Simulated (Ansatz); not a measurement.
**Stress against strain in Al**

```xyz
1
Lattice="0.0000 2.0240 2.0240 2.0240 0.0000 2.0240 2.0240 2.0240 0.0000" Properties=species:S:1:pos:R:3 pbc="T T T"
Al    0.0000    0.0000    0.0000
```

The cell is COD entry 4313206, as deposited and not checked against the literature; nothing was relaxed.

All numbers below come from DFT, PBEsol, all-electron LAPW, scalar-relativistic (Ansatz 0.2.0).

Numerical set-up: a Γ-centred 14×14×14 k mesh, Fermi–Dirac smearing of 0.05 eV, basis error target 1 meV/atom, no spin polarisation.

The strain is applied along the Cartesian axes of the cell as listed (the other components stay zero). Fractional coordinates are held (clamped ions).

σ is the change of stress from the unstrained cell, which is at -2.10 GPa; tension is positive, so slopes are stress–strain coefficients at that pressure. In a metal the k mesh adds noise.

Only quantities that a quadratic follows smoothly over the whole series are listed; rougher ones are left out.

| εxx = εyy | σzz (GPa) | σxx (GPa) |
| --- | --- | --- |
| -0.0300 | -4.00 | -5.88 |
| -0.0200 | -2.50 | -3.67 |
| -0.0100 | -1.17 | -1.72 |
| 0.0000 | 0.00 | 0.00 |
| 0.0200 | 2.12 | 2.67 |
| 0.0300 | 3.31 | 3.62 |

Q: Fit the series and read off the stiffness at zero strain.

A: Least-squares fits y = p0 + p1 x + p2 x² to the rows give σzz (GPa): p1 = 120, p2 = -410; σxx (GPa): p1 = 158, p2 = -1300. So 2 C12 = 120 GPa and C11 + C12 = 158 GPa.

Q: One run, at εxx = εyy = 0.0100, is withheld. Predict its row.

A: The fits give 1.17, 1.46; the run gave 1.14, 1.45.
